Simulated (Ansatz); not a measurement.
Input and command of a plane-wave DFT calculation in Ansatz:

```yaml
crystal:
  lattice:
    - [-1.6619683105, 2.3465200514, 1.6613975594]
    - [1.6619683105, -2.3465200514, 1.6613975594]
    - [1.6619683105, 2.3465200514, -1.6613975594]
  atoms:
    - { symbol: P, position: [0.7618071177, 0.0118071177, 0.75] }
    - { symbol: P, position: [0.2381928823, 0.9881928823, 0.25] }
basis:
  ecutwfc: 420
kpoints:
  mp_grid: { grid: [18, 18, 18] }
hamiltonian:
  xc: pbesol
  dispersion: d3bj
scf:
  occupations: { method: gaussian, width: 0.1 }
output:
  forces: true
  stress: true
  eigenvalues: true
relax:
  adjacent_minimum: "off"
  f_tol: 0.01
  max_steps: 30
  cell: { stress_tol: 0.1, fix: [volume] }
```

```bash
ansatz run input.yaml --threads 1 --pin off --max-ram 2560MiB --backend cpu --events-out ev --progress --plain --runs-dir out
```

Processor: AMD EPYC 7R43 64-Core Processor (Zen 3), 1 thread, on a host shared with other jobs.

Question: How long does it run, and how much memory does it take?

Answer: About 71 s on 1 thread of AMD EPYC 7R43 64-Core Processor (Zen 3), with other jobs on the host, peak memory 0.59 GiB. It solves 9 bands at 865 k points (the mesh reduced by the symmetry that the task leaves, which can be less than the crystal's) with about 531 plane waves, in 42 SCF iterations over 7 ionic steps.
